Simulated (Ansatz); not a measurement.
# BaTiO$_{3}$, one cell by several methods

```
Ba Ti O
1.0
     4.00730    0.00000    0.00000
     0.00000    4.00730    0.00000
     0.00000    0.00000    4.00730
Ba Ti O
1 1 3
Direct
  0.50000 0.50000 0.50000
  0.00000 0.00000 0.00000
  0.50000 0.00000 0.00000
  0.00000 0.50000 0.00000
  0.00000 0.00000 0.50000
```

Atom numbers follow the list: Ba1, Ti2, O3, O4, O5.

The geometry is COD entry 1507757, unchecked; take it as a test cell.

Spin–orbit coupling is left out, though it moves levels of the heavy atoms by tenths of an eV or more.

Methods: DFT, LDA, PAW with Ansatz's default frozen-core files, scalar-relativistic (Ansatz 0.2.0); DFT, LDA, all-electron PAW with datasets made for the crystal, scalar-relativistic (Ansatz 0.2.0); DFT, LDA, all-electron LAPW, scalar-relativistic (Ansatz 0.2.0).

For PAW: a Γ-centred 8×8×8 k mesh, Fermi–Dirac smearing of 0.05 eV, cutoff 420 eV, no spin polarisation; the PAW files were made with PBE, and the program remakes their frozen cores for this functional. The crystal-made all-electron datasets (AE datasets) take a cutoff of 540 eV at this cell. LAPW targets a basis error of 1 meV/atom. The Ansatz runs share mesh, smearing and spin set-up. Plane-wave (PAW) pressures include the program's estimate of the Pulay term.

Stress and pressure are positive in compression.

No spin–orbit coupling: at heavy atoms the gradients can be off by tens of per cent for that reason.

Levels count from the top of the valence band.

```csv
quantity,PAW,AE datasets,LAPW
pressure (GPa),-9.51,-9.41,-9.41
band gap (eV),1.718,1.714,1.713
highest filled level at X (eV),-0.679,-0.681,-0.681
lowest empty level at X (eV),1.849,1.845,1.845
highest filled level at Γ (eV),-0.106,-0.107,-0.107
lowest empty level at Γ (eV),1.718,1.714,1.713
highest filled level at M (eV),-0.049,-0.050,-0.050
lowest empty level at M (eV),3.503,3.504,3.504
field gradient Vzz at O3 (10²¹ V/m²),2.31,2.20,–
```

PAW's pressure differs from the LAPW value by -0.10 GPa.
